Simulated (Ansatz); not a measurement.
# Nuclear-site quantities of NbSb as the cell is scaled

```yaml
crystal:
  lattice:
    - [3.59552, 0.00000, 0.00000]
    - [-1.79776, 3.11382, 0.00000]
    - [0.00000, 0.00000, 3.81318]
  atoms:
    - { symbol: Nb, position: [0.00000, 0.00000, 0.00000] }
    - { symbol: Sb, position: [0.33333, 0.66667, 0.50000] }
```

Atom numbers follow the list: Nb1, Sb2.

The conventional cell has a = 3.596 Å, b = 3.596 Å, c = 3.813 Å, α = 90.00°, β = 90.00°, γ = 120.00°. Nb (atom 1) is surrounded by 6 Sb at 2.82 Å. Sb (atom 2) has 6 Nb at 2.82 Å as nearest neighbours.

The structure comes from a relaxation in the same program, started in the WC type, and has space group P-6m2. Whether it is a known phase or the ground state wasn't checked.

Spin–orbit coupling is left out, though it moves levels of the heavy atoms by tenths of an eV or more.

Theory: DFT, PBE, all-electron PAW with datasets made for the crystal, scalar-relativistic in Ansatz 0.2.0.

The runs use a Γ-centred 11×11×10 k mesh, Fermi–Dirac smearing of 0.05 eV, cutoff 260 eV (chosen by the program for this cell), no spin polarisation.

The contact density is the mean electron density over the nuclear volume; its changes set Mössbauer isomer shifts. Changes below are taken from the unscaled cell, where it is 540954 e/Å³ at Nb1, 1.34993e+06 e/Å³ at Sb2.

The datasets are made afresh for each cell, so very small changes are uncertain. Scalar relativity leaves out the p1/2 density at heavy nuclei.

(1) Does compression raise or lower the contact density at Sb2?

(2) Tabulate the changes with volume.

Answers

(1) It lowers it, by 4.52 e/Å³ over the whole range.

(2) 
```tsv
V/V(cell)	P (GPa)	Δρ(0) Nb1 (e/Å³)	Δρ(0) Sb2 (e/Å³)
0.9405	9.1	0.89	-1.94
1.0000	0.0	0.00	0.00
1.0600	-6.6	-0.88	2.58
```
